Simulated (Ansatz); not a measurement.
Kick test of a cell of TiGe₄Mo

The structure comes from a generated guess, relaxed at this level; another structure or a mixture of phases may lie lower.

Computed with Ansatz, DFT PBE, scalar-relativistic, plane waves, PAW. Cutoff 420 eV; k points 12×12×6 on the computed 6-atom cell (Γ-centred); Gaussian smearing, width 0.10 eV; no spin polarisation.

The cell below (6 atoms, space group P4/mmm (No. 123)) is relaxed within its symmetry.

```yaml
crystal:
  lattice:
    - [3.33879, 0.00000, 0.00000]
    - [0.00000, 3.33879, 0.00000]
    - [0.00000, 0.00000, 8.49680]
  atoms:
    - { symbol: Ti, position: [0.50000, 0.50000, 0.50000] }
    - { symbol: Ge, position: [0.00000, 0.00000, 0.66651] }
    - { symbol: Ge, position: [0.50000, 0.50000, 0.15992] }
    - { symbol: Ge, position: [0.00000, 0.00000, 0.33349] }
    - { symbol: Ge, position: [0.50000, 0.50000, 0.84007] }
    - { symbol: Mo, position: [0.00000, 0.00000, 0.00000] }
```

For the test a repeat of it with 12 atoms (edges 3.34, 6.68, 8.50 Å) was strained at random (σ = 1.5 % a component), the atoms were moved at random (σ = 0.15 Å), and all was relaxed again on a coarse 6×4×4 mesh (in the run’s order of axes) with 0.20 eV smearing, with no symmetry imposed.

**Question.** Does it come back?

**Answer.** It returns, within 1 meV/atom of the unmoved cell on that mesh and with the same symmetry when read at 0.1 Å (Pmmm at 0.01 Å, so small strains and shifts remain). So it is stable against the distortions that fit this cell and that this random move excites. Modes that don't fit the cell aren't tested.
